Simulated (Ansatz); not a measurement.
**Property card for ZrTa**

ZrTa:
```
ZrTa
1.0
    3.39646     0.00000     0.00000
    0.00000     3.39646     0.00000
    0.00000     0.00000     3.39646
Ta Zr
1 1
Direct
  0.00000   0.00000   0.00000
  0.50000   0.50000   0.50000
```

Space group Pm-3m (No. 221), CsCl type; conventional cell a = b = c = 3.3965 Å, α = β = γ = 90.00°.

Method: DFT-PBEsol in the program Ansatz with PAW potentials. The cell and atoms are relaxed at this level. Other levels are named where they apply.

### Cell and energy

```
Item                                                         Result
-----------------------------------------------------  ------------
Volume per atom                                            19.59 Å³
Density                                                 11.53 g/cm³
Formation energy from the elements (no fitted shifts)  0.20 eV/atom
```

### Electronic structure

```
Item                                                                        Value
------------------------------------  -------------------------------------------
Electronic character                                            metallic (no gap)
Density of states at the Fermi level  2.2 states/eV per atom (mean over ±0.08 eV)
Gap with spin–orbit coupling                                      none (metallic)
```

### Mechanics

```
Quantity                                                                       Value
--------------------------------------------  --------------------------------------
Bulk modulus (Birch–Murnaghan fit)                                           138 GPa
Pressure derivative B′                                                           3.1
Elastic constants (relaxed ions, GPa)               C11 = 163, C12 = 128, C44 = 40.6
Mechanical stability                          stable (all eigenvalues of C positive)
Hill bulk and shear moduli                                          140 and 28.8 GPa
Young's modulus                                                             80.9 GPa
Poisson's ratio                                                                 0.40
Debye temperature from the elastic constants                                   198 K
```

### Phonons

```
Item                                           Result
-----------------------------  ----------------------
Highest zone-centre frequency                172 cm⁻¹
Zone-centre stability          no imaginary mode at Γ
```

The start of the workflow was typed in or built on a structure type; neither database checked (COD, Materials Project) lists it. Its standing as an ambient phase is unchecked. The cell was relaxed with PBEsol under the symmetry of its start. The run is not spin-polarised. Its formation energy is positive at this level, so the cell may be metastable or incomplete. As this level gives no gap, shear constants depend on the k-mesh and smearing (Fermi–Dirac, 0.1 eV here). As this level gives no gap, phonon frequencies hold no LO–TO term and depend on the k-mesh and smearing (Fermi–Dirac, 0.1 eV here). The references are the lowest solids computed at this level, not always the standard phases. Spin–orbit coupling is left out wherever it is not named.

Potentials: the later of the program's two PAW sets.
